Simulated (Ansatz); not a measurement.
## Computed properties of FeCo₃

FeCo₃:
```yaml
crystal:
  lattice:
    - [2.45898, 0.00000, 0.00000]
    - [0.00000, 2.45898, 0.00000]
    - [0.00000, 0.00000, 7.02515]
  atoms:
    - { symbol: Fe, position: [0.00000, 0.00000, 0.00000] }
    - { symbol: Co, position: [0.50000, 0.50000, 0.74339] }
    - { symbol: Co, position: [0.50000, 0.50000, 0.25661] }
    - { symbol: Co, position: [0.00000, 0.00000, 0.50000] }
```
The run is spin-polarised; directions of the spins, atom by atom: ↑ ↑ ↑ ↑.

Space group P4/mmm (No. 123); conventional cell a = b = 2.459 Å, c = 7.025 Å, α = β = γ = 90.00°.

Method: PBEsol in the plane-wave PAW code Ansatz. Structure relaxed to zero pressure with the same functional. Other levels are named where they apply.

**Cell and energy**

```
Quantity                                                      Result
-----------------------------------------------------  -------------
Volume per atom                                             10.62 Å³
Density                                                   9.09 g/cm³
Formation energy from the elements (no fitted shifts)  0.035 eV/atom
```

**Electronic structure**

```
Item                                                                        Value
------------------------------------  -------------------------------------------
Electronic character                                            metallic (no gap)
Density of states at the Fermi level  1.1 states/eV per atom (mean over ±0.08 eV)
```

**Magnetism**

```
Property                  Result
--------------  ----------------
Magnetic order     ferromagnetic
Net moment      1.81 μB per atom
```

**Mechanics**

```
Item                                 Result
----------------------------------  -------
Bulk modulus (Birch–Murnaghan fit)  220 GPa
Pressure derivative B′                  3.3
```

The first step of the workflow began from a Materials Project structure, measured or hypothetical; the Crystallography Open Database copy checked does not list it. Its standing as an ambient phase is unchecked. The PBEsol relaxation kept the symmetry of its start; whether a distortion lowers the energy is not shown. The final state is ferromagnetic, chosen from 5 collinear starts compared on coarse meshes (ties went to the first, and starts can fall back to one state), not a proven ground state. Axis ratios of metals converge slowly with the k-mesh, so a and c are less sure than the volume. The references are the lowest solids computed at this level, not always the standard phases.

Potentials: the later of the program's two PAW sets.
